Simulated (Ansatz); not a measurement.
Data sheet: Ir (DFT)

Ir:
```yaml
crystal:
  lattice:
    - [-1.53783, 1.53783, 1.53783]
    - [1.53783, -1.53783, 1.53783]
    - [1.53783, 1.53783, -1.53783]
  atoms:
    - { symbol: Ir, position: [0.00000, 0.00000, 0.00000] }
```

Space group Im-3m (No. 229), bcc (W type); conventional cell a = b = c = 3.0757 Å, α = β = γ = 90.00°.

Method: plane-wave PAW PBEsol (Ansatz code). Geometry: relaxed at this level of theory. Other levels are named where they apply.

### Cell and energy

- Volume per atom: 14.55 Å³
- Density: 21.94 g/cm³

### Electronic structure

- Electronic character = metallic (no gap)
- Density of states at the Fermi level = 3.4 states/eV per atom (mean over ±0.08 eV)
- Gap with spin–orbit coupling = none (metallic)

### Mechanics

- Bulk modulus (Birch–Murnaghan fit): 343 GPa
- Pressure derivative B′: 5.0
- Elastic constants (relaxed ions, GPa): C11 = -70.9, C12 = 553, C44 = 184
- Mechanical stability: unstable (C has a negative eigenvalue)

The start of the workflow was typed in or built on a structure type; neither database checked (COD, Materials Project) lists it. It is not the phase usual at ambient conditions (space group No. 225). Symmetry was held in the PBEsol relaxation. No spin polarisation was allowed. As this level gives no gap, shear constants depend on the k-mesh and smearing (Fermi–Dirac, 0.1 eV here). On the denser mesh and wider smearing of the elastic run this cell carries a stress of 0.6 GPa. Scalar-relativistic: spin–orbit coupling is off unless named, which matters more the heavier the elements.

Potentials: the earlier of the program's two PAW sets. The files were generated under PBE; for other functionals the program regenerates the frozen cores, and for LDA and PBEsol the local potential too.
